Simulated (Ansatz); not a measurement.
Starting cell, CoSi₂ (fluorite type, space group Fm-3m):

```xyz
3
Lattice="0.0000 2.6802 2.6802 2.6802 0.0000 2.6802 2.6802 2.6802 0.0000" Properties=species:S:1:pos:R:3 pbc="T T T"
Co     0.0000     0.0000     0.0000
Si     1.3401     1.3401     1.3401
Si     4.0203     4.0203     4.0203
```

In each cell atom 1 (Co, nearest neighbour Si at 2.321 Å; its periodic images, 3.8 Å or more away, move with it) moves by s·(1.000, 0.000, 0.000) (along Cartesian x), the rest being held.

These are PBE (plane waves to 420 eV, PAW, scalar-relativistic; Ansatz, a program for electronic structure) values and carry that method's errors. k mesh 12×12×12 (Γ-centred), Fermi-Dirac smearing 0.05 eV. E stands for the smeared free energy. With partly filled bands, energies and forces of such displacements shift with the k mesh and the smearing. CoSi2 is run without spin polarisation. CoSi2 was relaxed with its symmetry unable to fall. The PAW data are Ansatz's earlier set. ΔE is measured from the undisplaced structure. The last digit holds for this mesh only.

| s (Å) | ΔE (meV/cell) |
|---|---|
| -0.700 | 2667.0 |
| -0.560 | 1771.8 |
| -0.420 | 1015.9 |
| -0.280 | 454.0 |
| -0.140 | 113.3 |
| 0.000 | 0.0 |
| 0.140 | 113.3 |
| 0.280 | 454.0 |
| 0.420 | 1015.9 |
| 0.560 | 1771.8 |
| 0.700 | 2667.0 |

Problem. What force constant k = d²E/ds² at s = 0 does the table give?

Solution. 12 eV/Å². It is the second difference of the nearest points, corrected with the next pair.

Problem. With k = 11.57 eV/Å² from the forces, is the well harmonic out to s = 0.700 Å?

Solution. ½ks² = 2835 meV/cell against the computed 2667 meV/cell, so the well is softer than harmonic there.

(For displaced atoms, the force is minus the slope of the energy, and its curvature is a force constant, which sets phonon frequencies.)
